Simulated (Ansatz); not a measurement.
**Question.** Name crystals whose computed values (plane-wave PAW LDA (Ansatz code)) fall in these windows: highest Γ mode, no LO–TO term (cm⁻¹) 130 to 180; B₀ by P(V) fit (GPa) 61 to 74.

**Answer.** 

```
crystal                            highest Γ mode, no LO–TO term (cm⁻¹)  B₀ by P(V) fit (GPa)
---------------------------------  ------------------------------------  --------------------
GaSb, Immm (Ga on 2a, Sb on 2c)                                     154                  66.4
LuSb, rock salt                                                     152                  72.9
Te2Pt, P-3m1 (Te on 2d, Pt on 1a)                                   173                  62.7
GaSb, Immm (Ga on 2c, Sb on 2a)                                     150                  68.1
YSb, rock salt                                                      174                  69.9
```
Others may fit too.

Not the usual ambient phase: GaSb, Immm (Ga on 2a, Sb on 2c); GaSb, Immm (Ga on 2c, Sb on 2a). Standing as an ambient phase not checked: LuSb, rock salt; YSb, rock salt. Weakly bound layers, chains or molecules computed without a dispersion correction, so cells and soft constants are ill determined: Te2Pt, P-3m1 (Te on 2d, Pt on 1a); GaSb, Immm (Ga on 2c, Sb on 2a). All cells were relaxed under the symmetry of their starts (and spin orders); stability against distortions was not tested throughout. Rows with no word on spin ran without spin polarisation. Spin–orbit coupling is left out wherever it is not named.

Potentials: the later of the program's two PAW sets.
